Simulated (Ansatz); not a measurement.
The following input was run with Ansatz 0.2.0.

```yaml
crystal:
  lattice:
    - [0.0, 2.0207284191, 2.0207284191]
    - [2.0207284191, 0.0, 2.0207284191]
    - [2.0207284191, 2.0207284191, 0.0]
  atoms:
    - { symbol: Al, position: [0.0, 0.0, 0.0] }
basis:
  ecutwfc: 420
kpoints:
  mp_grid: { grid: [18, 18, 18] }
hamiltonian:
  xc: pbe
  dispersion: d3bj
scf:
  occupations: { method: gaussian, width: 0.1 }
output:
  forces: true
  stress: true
  eigenvalues: true
relax:
  adjacent_minimum: "off"
  f_tol: 0.005
  max_steps: 50
  cell: { stress_tol: 0.05 }
```

Run as
```bash
ansatz run input.yaml --threads 1 --pin off --max-ram 2560MiB --backend cpu --events-out ev --progress --plain --runs-dir out
```

Theory: DFT PBE+D3(BJ), scalar-relativistic, plane waves, PAW in Ansatz 0.2.0.

From the run's log, abridged:

```
Pseudopotentials: kind: paw
Pseudopotential: Al, paw, valence charge 3, recommended cutoff 420 eV (normal)
Functional definition: PBE
Crystal: 1 atom, lattice volume = 16.503 Å³
Basis set: ecut = 420 eV, 331 PW (Γ), exchange–correlation on 40×40×40 points (8 copies of the dense FFT grid, shifted against one another)
Bands: 6, of which v1, the nominal top of the filled ones, is band 2 counted from 1 (1 counted from 0)
Symmetry: 48 space group operations
Space group: Fm-3m (ITA 225), of the structure as read, at distance tolerance 2.5e-5 Å
k-points: 195 of 5832
Initial density: superposition of atomic densities (neutral atoms: chi_scale 0, normalization atom), corrected by the library's trained network
Initial wavefunctions: pseudopotential atomic-orbital guess
Functional: x = pbe(κ = 0.804, μ = 0.21951497), c = pbe(β = 0.06672455)
SCF iter   1: F=—  HF=-537.837411 eV  |F-HF|=—  |Δ(HF+E_count)|=         —  Δρ=4.65e-4  dr2=1.06e-5  ethr=1.77e-3  ⟨swp⟩=4.7  Hψ=9898  notcnv=0
SCF iter   2: F=—  HF=-537.837455 eV  |F-HF|=—  |Δ(HF+E_count)|=   4.34e-5  Δρ=2.34e-4  dr2=2.47e-6  ethr=3.54e-7  ⟨swp⟩=2.0  Hψ=2985  notcnv=0
SCF iter   3: F=-537.837465 eV  HF=-537.837465 eV  |F-HF|=4.93e-10  |Δ(HF+E_count)|=   1.03e-5  Δρ=1.47e-5  dr2=3.11e-8  ethr=8.23e-8  ⟨swp⟩=2.0  Hψ=1367  notcnv=0
SCF iter   4: F=-537.837465 eV  HF=-537.837465 eV  |F-HF|=7.02e-10  |Δ(HF+E_count)|=   1.95e-9  Δρ=4.57e-6  dr2=3.56e-9  ethr=1.04e-9  ⟨swp⟩=1.0  Hψ=1077  notcnv=0
SCF iter   5: F=-537.837465 eV  HF=-537.837465 eV  |F-HF|=1.24e-11  |Δ(HF+E_count)|=  6.44e-10  Δρ=4.73e-7  dr2=4.27e-11  ethr=1.19e-10  ⟨swp⟩=1.0  Hψ=1077  notcnv=0
SCF iter   6: F=-537.837465 eV  HF=-537.837465 eV  |F-HF|=6.82e-13  |Δ(HF+E_count)|=  8.87e-12  Δρ=1.08e-7  dr2=2.24e-12  ethr=1.42e-12  ⟨swp⟩=2.1  Hψ=3888  notcnv=0
SCF 1 converged in 6 iterations: F = -537.837465 eV  dr2 = 2.24e-12
relax step   1: F+E_penalty+E_count = -537.83746513 eV  Δ(F+E_penalty+E_count) = +0.000e0 eV  max|allowed force component| = 0.000e0 eV/Å  Δτ_max = 0.0000 Å  P = -3.398 GPa  Ω = 16.503 Å³  (6 SCF iters, dr2 threshold 1.00e-7 eV, accepted)
Crystal: 1 atom, lattice volume = 15.705 Å³
Initial density: handed on by an earlier stage of this run
Initial wavefunctions: those handed on with the density
SCF iter   1: F=—  HF=-537.845907 eV  |F-HF|=—  |Δ(HF+E_count)|=         —  Δρ=1.40e-3  dr2=3.00e-4  ethr=9.35e-6  ⟨swp⟩=1.5  Hψ=11622  notcnv=0
SCF iter   2: F=—  HF=-537.845615 eV  |F-HF|=—  |Δ(HF+E_count)|=   2.92e-4  Δρ=6.90e-4  dr2=7.26e-5  ethr=9.35e-6  ⟨swp⟩=1.0  Hψ=1170  notcnv=0
SCF iter   3: F=—  HF=-537.845538 eV  |F-HF|=—  |Δ(HF+E_count)|=   7.71e-5  Δρ=7.91e-6  dr2=5.45e-9  ethr=3.33e-9  ⟨swp⟩=4.4  Hψ=6942  notcnv=0
SCF iter   4: F=-537.845538 eV  HF=-537.845538 eV  |F-HF|=1.90e-10  |Δ(HF+E_count)|=   8.43e-9  Δρ=1.15e-6  dr2=9.79e-11  ethr=1.82e-10  ⟨swp⟩=2.0  Hψ=3211  notcnv=0
SCF 2 converged in 4 iterations: F = -537.845538 eV  dr2 = 9.79e-11
relax step   2: F+E_penalty+E_count = -537.84553779 eV  Δ(F+E_penalty+E_count) = -8.073e-3 eV  max|allowed force component| = 0.000e0 eV/Å  Δτ_max = 0.0000 Å  P = +0.484 GPa  Ω = 15.705 Å³  energy of the carried Pulay correction = +3.703e-4 eV  (4 SCF iters, dr2 threshold 1.00e-7 eV, accepted)
Crystal: 1 atom, lattice volume = 15.800 Å³
SCF iter   1: F=—  HF=-537.845615 eV  |F-HF|=—  |Δ(HF+E_count)|=         —  Δρ=1.76e-4  dr2=4.77e-6  ethr=1.47e-7  ⟨swp⟩=2.4  Hψ=10982  notcnv=0
SCF iter   2: F=—  HF=-537.845625 eV  |F-HF|=—  |Δ(HF+E_count)|=   1.04e-5  Δρ=8.66e-5  dr2=1.15e-6  ethr=1.47e-7  ⟨swp⟩=1.0  Hψ=1170  notcnv=0
SCF iter   3: F=-537.845624 eV  HF=-537.845624 eV  |F-HF|=1.54e-10  |Δ(HF+E_count)|=   1.45e-6  Δρ=1.08e-6  dr2=1.00e-10  ethr=3.33e-9  ⟨swp⟩=2.8  Hψ=3609  notcnv=0
SCF 3 converged in 3 iterations: F = -537.845624 eV  dr2 = 1.00e-10
relax step   3: F+E_penalty+E_count = -537.84562391 eV  Δ(F+E_penalty+E_count) = -8.612e-5 eV  max|allowed force component| = 0.000e0 eV/Å  Δτ_max = 0.0000 Å  P = -0.039 GPa  Ω = 15.800 Å³  energy of the carried Pulay correction = +3.251e-4 eV  (3 SCF iters, dr2 threshold 1.00e-7 eV, accepted)
Initial wavefunctions: pseudopotential atomic-orbital guess (no wavefunctions were taken with the density)
SCF iter   1: F=—  HF=-537.845335 eV  |F-HF|=—  |Δ(HF+E_count)|=         —  Δρ=3.38e-5  dr2=1.72e-8  ethr=2.42e-9  ⟨swp⟩=3.3  Hψ=13719  notcnv=0
SCF iter   2: F=—  HF=-537.845351 eV  |F-HF|=—  |Δ(HF+E_count)|=   1.53e-5  Δρ=1.72e-5  dr2=4.26e-9  ethr=5.72e-10  ⟨swp⟩=2.0  Hψ=1466  notcnv=0
SCF iter   3: F=-537.845351 eV  HF=-537.845351 eV  |F-HF|=4.81e-11  |Δ(HF+E_count)|=   4.96e-8  Δρ=5.80e-7  dr2=9.88e-12  ethr=1.00e-12  ⟨swp⟩=4.0  Hψ=4887  notcnv=0
SCF 4 converged in 3 iterations: F = -537.845351 eV  dr2 = 9.88e-12
Crystal: 1 atom, lattice volume = 15.788 Å³
SCF iter   1: F=—  HF=-537.845345 eV  |F-HF|=—  |Δ(HF+E_count)|=         —  Δρ=2.29e-5  dr2=8.14e-8  ethr=2.50e-9  ⟨swp⟩=2.4  Hψ=10991  notcnv=0
SCF iter   2: F=—  HF=-537.845360 eV  |F-HF|=—  |Δ(HF+E_count)|=   1.49e-5  Δρ=1.12e-5  dr2=1.91e-8  ethr=2.50e-9  ⟨swp⟩=1.7  Hψ=1390  notcnv=0
SCF iter   3: F=-537.845360 eV  HF=-537.845360 eV  |F-HF|=6.25e-12  |Δ(HF+E_count)|=   2.46e-8  Δρ=2.55e-7  dr2=5.08e-12  ethr=3.93e-10  ⟨swp⟩=3.0  Hψ=2356  notcnv=0
SCF 5 converged in 3 iterations: F = -537.845360 eV  dr2 = 5.08e-12
relax step   5: F+E_penalty+E_count = -537.84535953 eV  Δ(F+E_penalty+E_count) = -8.976e-6 eV  max|allowed force component| = 0.000e0 eV/Å  Δτ_max = 0.0000 Å  P = -0.001 GPa  Ω = 15.788 Å³  energy of the carried Pulay correction = +6.254e-6 eV  (3 SCF iters, dr2 threshold 1.18e-8 eV, accepted)
SCF iter   1: F=—  HF=-537.845342 eV  |F-HF|=—  |Δ(HF+E_count)|=         —  Δρ=8.93e-7  dr2=6.78e-11  ethr=2.15e-9  ⟨swp⟩=3.3  Hψ=13735  notcnv=0
SCF iter   2: F=-537.845357 eV  HF=-537.845357 eV  |F-HF|=1.56e-11  |Δ(HF+E_count)|=   1.50e-5  Δρ=3.41e-7  dr2=5.13e-12  ethr=1.00e-12  ⟨swp⟩=4.0  Hψ=5623  notcnv=0
SCF 6 converged in 2 iterations: F = -537.845357 eV  dr2 = 5.13e-12
SCF converged after 2 iterations
Free energy (F): -537.845357 eV
Harris-Foulkes:  -537.845357 eV  (|F-HF|=1.56e-11)
Internal energy: -537.842418 eV  (E = F + TS)
E sigma→0 (E₀):  -537.843887 eV
Entropy (-TS):   -0.002939 eV (-2.939 meV/atom)
Fermi energy:    8.404713 eV
--- Per-component energies (eV) ---
  E_band       = 11.602338
  E_kinetic    = 23.462169
  E_local      = 10.583250  (includes V_loc(G=0)·N_el)
  E_nonlocal   = 10.394080
  E_hartree    = 0.114400
  E_xc         = -40.024384
  E_vxc        = -29.339563  (∫ρ·V_xc dr)
  E_paw        = -467.415571  (= ΣΔE_a)
  E_vpaw       = -3.726397  (= ΣTr[D̂ρ^β])
  E_aug_tail   = -0.000002  (compensation charges beyond the density's cutoff)
  E_ewald      = -74.604144
  E_disp       = -0.352215  (pairwise vdW)
  E_smearing   = -0.002939  (= −TS)
--- Forces (eV/Å), atoms counted from 1 ---
  atom   1  Al     0.00000000     0.00000000     0.00000000
--- Stress (GPa, compression-positive) ---
       -0.001045       0.000000       0.000000
        0.000000      -0.001045       0.000000
        0.000000       0.000000      -0.001045
  P = ⅓ Tr σ = -0.0010 GPa (-0.010 kbar)
--- Band table (eV; the first three rows and the last of 195) ---
  k-point 0: bands = ["-3.0235", "21.1759", "21.1759", "21.1759", "23.1156", "23.1156"]
  k-point 1: bands = ["-2.9371", "19.7265", "20.9213", "20.9213", "23.5055", "23.5055"]
  k-point 2: bands = ["-2.6784", "17.4833", "20.4568", "20.4568", "23.6187", "24.3499"]
  k-point 194: bands = ["7.0638", "8.0097", "8.3524", "9.9638", "23.1929", "24.7653"]
--- Relaxed structure (4 steps of the walk, 4 accepted, 2 SCFs on fresh bases) ---
  F+E_penalty+E_count = -537.84535673 eV   max|allowed force component| = 0.000e0 eV/Å   (the final SCF, on the basis selected at the relaxed cell)
  cell:  # Å, volume = 15.7878 Å³
    - [0.0, 1.99112095, 1.99112095]
    - [1.99112095, 0.0, 1.99112095]
    - [1.99112095, 1.99112095, 0.0]
  atoms:
    - { symbol: Al, position: [0.0, 0.0, 0.0] }
```

The relaxation met its thresholds.

The run took 11 s on 1 thread of Intel(R) Xeon(R) Platinum 8259CL CPU @ 2.50GHz (Skylake/Cascade Lake) (shared host), peak memory 0.35 GiB.